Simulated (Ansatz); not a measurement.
**Structure relaxation, InAs**

The start is a relaxed InAs cell, doubled along one cell vector, shaken by Gaussian noise of σ = 0.08 Å a coordinate. A full variable-cell relaxation at zero pressure is run with PBEsol (plane waves to 420 eV, PAW, scalar-relativistic; Ansatz, an electronic-structure program). The first steps use a coarse 7×4×7 k-mesh.

Starting cell:
```
CELL_PARAMETERS angstrom
      0.00000     3.04346     3.04346
      6.08692     0.00000     6.08692
      3.04346     3.04346     0.00000
ATOMIC_POSITIONS crystal
  As 0.76323 0.37886 0.69776
  As 0.73954 0.84523 0.80626
  In 0.01762 0.98693 0.97688
  In 0.03168 0.47714 0.04031
```

Initial pressure: +2 GPa (positive: the cell is compressed)
Energy released: 0.20 eV/atom
Relative to the parent: It relaxes back to the parent, F-43m (No. 216)
Band gap at the end: zero (the bands touch at this level, without spin-orbit coupling)
Optimiser moves: 3

The end point of the relaxation:

Space group F-43m (No. 216); a = 6.088 Å, b = 6.088 Å, c = 6.088 Å, α = 90.00°, β = 90.00°, γ = 90.00°

| atom | site | symmetry | x | y | z |
|---|---|---|---|---|---|
| As | 4c | -43m | 0.2500 | 0.2500 | 0.2500 |
| In | 4a | -43m | 0.0000 | 0.0000 | 0.0000 |
(The calculation used a cell of 2 atoms; values per cell refer to that cell.)

Final values are on a 9×9×9 k-mesh of the relaxed cell. No spin polarisation in the result.
